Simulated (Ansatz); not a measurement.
# MgH2 (rutile): frozen-phonon scan

MgH2 (rutile)

```
CELL_PARAMETERS angstrom
      9.03458     0.00000     0.00000
      0.00000     4.51729     0.00000
      0.00000     0.00000     3.01286
ATOMIC_POSITIONS crystal
  Mg 0.00000 0.00000 0.00000
  Mg 0.50000 0.00000 0.00000
  Mg 0.25000 0.50000 0.50000
  Mg 0.75000 0.50000 0.50000
  H  0.15220 0.30441 0.00000
  H  0.65220 0.30441 0.00000
  H  0.40220 0.19559 0.50000
  H  0.90220 0.19559 0.50000
  H  0.09780 0.80441 0.50000
  H  0.59780 0.80441 0.50000
  H  0.34780 0.69559 0.00000
  H  0.84780 0.69559 0.00000
```

The atoms are displaced by Q × the pattern below (from a DFPT mode at X = (0.5, 0.0, 0.0), largest move 1; Q in Å), at fixed cell. It is one choice among 2 degenerate patterns. (q is in reciprocal vectors of the primitive cell; the cell shown is doubled to hold the pattern.)

| atom | x | y | z |
|---|---|---|---|
| Mg1 | -0.004 | -0.024 | 0.000 |
| Mg2 | 0.004 | 0.024 | 0.000 |
| Mg3 | -0.012 | 0.072 | 0.000 |
| Mg4 | 0.012 | -0.072 | 0.000 |
| H5 | 0.239 | -0.311 | 0.000 |
| H6 | -0.239 | 0.311 | 0.000 |
| H7 | -0.651 | -0.759 | 0.000 |
| H8 | 0.651 | 0.759 | 0.000 |
| H9 | -0.384 | -0.429 | 0.000 |
| H10 | 0.384 | 0.429 | 0.000 |
| H11 | 0.577 | -0.699 | 0.000 |
| H12 | -0.577 | 0.699 | 0.000 |

Level of theory: PBE (plane waves to 420 eV, PAW, scalar-relativistic; Ansatz, a first-principles code). k mesh 4×7×11 (Γ-centred), Fermi-Dirac smearing 0.05 eV. Energies are smeared free energies. Compression counts positive. MgH2 was relaxed with its symmetry unable to fall. The zero of ΔE is the undisplaced structure.

| Q (Å) | ΔE (meV/cell) | −dE/dQ from forces (eV/Å) | P (GPa) |
|---|---|---|---|
| -0.180 | 69.3 | 0.777 | -0.21 |
| -0.150 | 48.0 | 0.644 | -0.15 |
| -0.120 | 30.6 | 0.513 | -0.10 |
| -0.090 | 17.2 | 0.383 | -0.05 |
| -0.060 | 7.6 | 0.255 | -0.02 |
| -0.030 | 1.9 | 0.127 | -0.01 |
| 0.000 | 0.0 | 0.000 | 0.00 |
| 0.030 | 1.9 | -0.127 | -0.01 |
| 0.060 | 7.6 | -0.255 | -0.02 |
| 0.090 | 17.2 | -0.383 | -0.05 |
| 0.120 | 30.6 | -0.513 | -0.10 |
| 0.150 | 48.0 | -0.644 | -0.15 |
| 0.180 | 69.3 | -0.777 | -0.21 |

Key numbers:

| Item | Value |
|---|---|
| Energy at Q = 0.180 Å | 69.3 meV/cell |
| Space group of the distorted cell | Pm (No. 6), lowered from P4_2/mnm |
| Symmetry of the curve | even: the same for both signs |
| Shape of the curve | a single well with its minimum at or next to zero displacement |
| Harmonic wavenumber from the curvature (finite differences) | 483 cm⁻¹ |
| Wavenumber by perturbation theory (DFPT, on another k mesh) | 483 cm⁻¹ |

(A displaced cell: forces are minus the slopes of the energy, force constants its curvatures, and phonons follow from these.)
